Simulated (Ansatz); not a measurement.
# How much does the functional matter for the cell of ZnAu?

The starting cell is an entry of the Crystallography Open Database (1981):

```
Zn Au
1.0
     3.14700    0.00000    0.00000
     0.00000    3.14700    0.00000
     0.00000    0.00000    3.14700
Zn Au
1 1
Cartesian
  1.5735 1.5735 1.5735
  0.0000 0.0000 0.0000
```

Atoms and cell were relaxed at zero pressure with plane-wave PAW DFT (Ansatz 0.2.0; one set of PAW datasets, made under PBE, for all functionals; 420 eV, r2SCAN 500 eV; 10×10×10 Γ-centred mesh, fermi-dirac occupations of width 0.100 eV; no spin polarisation, no spin-orbit coupling, no dispersion correction), keeping the symmetry (Pm-3m, No. 221).

Four functionals were used, LDA, PBEsol, PBE and r2SCAN. Their relaxed conventional cells, unnamed:

```tsv
run	a (Å)	volume (Å³/atom)
A	3.186	16.17
B	3.095	14.82
C	3.128	15.30
D	3.148	15.60
```

Question: Which run is LDA's and which PBE's?

Answer: B is LDA, which overbinds and gives the smallest cell, and A is PBE, as a rule the largest. Of the two between, C is PBEsol and D is r2SCAN, an order that varies from crystal to crystal. Formation energies in eV an atom: LDA -0.228, PBEsol -0.226, PBE -0.214, r2SCAN -0.223.

Caveats: each relaxation keeps the start's symmetry, so a distorted cell may lie lower; computed cells are at 0 K with fixed nuclei; no spin-orbit coupling, which moves formation energies of heavy elements; formation energies are at zero smearing against the elements' usual phases under the same functional, gases as free molecules, uncorrected.
